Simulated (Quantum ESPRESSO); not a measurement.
Kohn-Sham bands of GaN (wurtzite)

```
GaN
1.0
    3.18893     0.00000     0.00000
   -1.59446     2.76169     0.00000
    0.00000     0.00000     5.19236
Ga N
2 2
Direct
  0.66667   0.33333   0.49908
  0.33333   0.66667   0.99908
  0.66667   0.33333   0.87592
  0.33333   0.66667   0.37592
```

Cell from Materials Project (mp-804), symmetrised, no further relaxation. COD (Crystallography Open Database) has the formula in 2 space groups, this one among them (matched by group alone). Level: PBE, no spin polarisation, no spin-orbit coupling; pw.x of Quantum ESPRESSO at 68 Ry with PseudoDojo potentials, 6×6×4 k-points, Wannier90. Density: 12×12×6 mesh, cold smearing 0.01 Ry.

The lattice is scaled uniformly by ε, fractional positions fixed (axis ratios and free coordinates are held, so this isn't the response to pressure); Kohn-Sham values from pw.x, the row at -2.0 % withheld:

```csv
ε (%),gap (eV),width of the top valence group (eV),direct gap at K (eV)
-4.0,2.773,7.884,8.287
-2.0,?,?,?
0.0,1.940,7.023,7.916
2.0,1.536,6.652,7.734
4.0,1.147,6.311,7.557
```

Problem. Fit y = y₀ + bε + cε² to the rows at -4.0, 0 and 4.0 %, check it on the fourth row, and predict the withheld one.

Solution. 
- gap (eV): b = (1.147 − 2.773)/8 = -0.2033, c = (1.147 + 2.773 − 2×1.940)/32 = 0.00125. Check at 2.0 %: 1.538 for 1.536. Prediction 2.352; the run gives 2.354.
- width of the top valence group (eV): b = (6.311 − 7.884)/8 = -0.1966, c = (6.311 + 7.884 − 2×7.023)/32 = 0.00466. Check at 2.0 %: 6.648 for 6.652. Prediction 7.435; the run gives 7.432.
- direct gap at K (eV): b = (7.557 − 8.287)/8 = -0.0913, c = (7.557 + 8.287 − 2×7.916)/32 = 0.00038. Check at 2.0 %: 7.735 for 7.734. Prediction 8.100; the run gives 8.100.
